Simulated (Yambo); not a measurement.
```
CELL_PARAMETERS angstrom
      6.29790     0.00000     0.00000
     -3.14895     5.45414     0.00000
      0.00000     0.00000     5.10330
ATOMIC_POSITIONS crystal
  Li 0.00000 0.00000 0.00000
  F  0.86585 0.13415 0.28188
  F  0.13415 0.86585 0.71812
  F  0.86585 0.73170 0.28188
  F  0.13415 0.26830 0.71812
  F  0.26830 0.13415 0.28188
  F  0.73170 0.86585 0.71812
  Al 0.00000 0.00000 0.50000
  Cs 0.33333 0.66667 0.22866
  Cs 0.66667 0.33333 0.77134
```

Cs₂LiAlF₆ (space group P-3m1, No. 164): mean Im ε in 1 eV windows above the direct gap of 10.58 eV, for different electron-hole kernels (Yambo, broadening 0.15 eV, PBEsol (pw.x of Quantum ESPRESSO, ONCV potentials, no spin-orbit coupling) bands; 3×3×4 mesh, 22 valence and 11 conduction bands, static screening with 98 bands and a 3 Ry block, scissor 3.82 eV, Tamm-Dancoff; field along x).

```csv
window (eV),independent quasiparticles,RPA (no attraction),BSE
10.6 to 11.6,0.2,0.2,1.2
11.6 to 12.6,0.8,0.6,1.0
12.6 to 13.6,1.6,1.5,1.3
13.6 to 14.6,1.6,1.7,1.0
```

This run doesn't resolve bound excitons or single peaks, so only averages are given, and they too depend on the mesh; weight that the attraction moves below the gap isn't listed. All transitions below 15.39 eV are in the band window. The scissor comes from a G0W0 run whose convergence isn't established.

Geometry of the Materials Project entry, not relaxed at this level.

The structure is a Materials Project entry; no match was found in the copy of COD used, and its stability was not checked.
